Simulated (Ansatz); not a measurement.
BaTiO₃ (tetragonal-perovskite type, space group P4mm)

```yaml
crystal:
  lattice:
    - [3.97219, 0.00000, 0.00000]
    - [0.00000, 3.97219, 0.00000]
    - [0.00000, 0.00000, 4.11302]
  atoms:
    - { symbol: Ti, position: [0.50000, 0.50000, 0.45235] }
    - { symbol: Ba, position: [0.00000, 0.00000, 0.93424] }
    - { symbol: O, position: [0.50000, 0.50000, 0.89516] }
    - { symbol: O, position: [0.50000, 0.00000, 0.41213] }
    - { symbol: O, position: [0.00000, 0.50000, 0.41213] }
```

The slice is a (0 -1 1) plane (indices of the conventional cell) through the point (0.000, 0.000, 0.934) (fractional), spanned by u = [100] and v = [011] in vectors of this cell: u (3.97 Å) and v (5.72 Å, at 90° to u). It covers one period; positions are fractions (u, v).

The numbers are results of r2SCAN (plane waves to 500 eV, PAW, scalar-relativistic; Ansatz, a first-principles code), not measurements. k mesh 8×8×8. Near the nuclei the fields are pseudised (PAW); where an atom keeps semicore shells as valence, they peak there. BaTiO3 is run without spin polarisation. BaTiO3 was relaxed with its symmetry unable to fall.

Question: Around which element is the density of the lowest conduction band (whole band as if filled, smooth part) largest on this plane?

Answer: Ti. Mean over a disc round each atom, of radius 0.45 times the shortest bond: Ti 0.167, O 0.018, Ba 0.002 e/Å³.

Question: Around which element is the density of the highest valence band (whole band, smooth part) largest on this plane?

Answer: O. Mean over a disc round each atom, of radius 0.45 times the shortest bond: O 0.140, Ba 0.008, Ti 0.004 e/Å³.

Question: Sketch the density of the highest valence band (whole band, smooth part) on this plane as a map.

Answer: 
```
|                                            |
|                                            |
|                                            |
|                                            |
|                                            |
|                                            |
|                                            |
|                                            |
|                                            |
|                                            |
|....                                      ..|
|--::....                              ....::|
|**++--..                              ..--++|
|@@##==::..                          ..::==##|
|**++==::..                          ..::==++|
|....::..                              ..::..|
|------..                              ..----|
|@@%%++::..                          ..::++%%|
|@@%%++::..                          ..::++%%|
|**++--..                              ..--++|
|::::....                              ....::|
|....                                      ..|
|                                            |
|                                            |
|                                            |
|                                            |
|                                            |
|                                            |
|                                            |
|                                            |
|                                            |
|                                            |
```
Scale: ten equal steps from 0.000 (start of ' ') to 0.356 (end of '@'), in the order ' .:-=+*#%@'. Values: density of the highest valence band (whole band, smooth part) in e/Å³. The map has 22 points along u (two characters each, u = 0 at the left) and 32 along v (v = 0 in the bottom row).
